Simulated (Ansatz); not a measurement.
Given:

InP (zinc blende, F-43m), a = b = c = 5.8782 Å, α = β = γ = 90.00°; the cell used has 2 atoms.

This is the PBEsol-relaxed structure.

### Question
All from DFT-PBEsol in the program Ansatz with PAW potentials, unless another level is named. Estimate the hole effective mass, band 3 of 3 at the edge.

### Answer
0.045 along [100], 0.042 along [110], 0.041 along [111] (mₑ).

### Question
Next, the HSE06 gap on the PBEsol cell?

### Answer
1.45 eV.

### Question
Next, the valence-band maximum?

### Answer
at Γ.

Symmetry was held in the PBEsol relaxation. Scalar-relativistic: spin–orbit coupling is off unless named, which matters more the heavier the elements.

Potentials: the later of the program's two PAW sets.
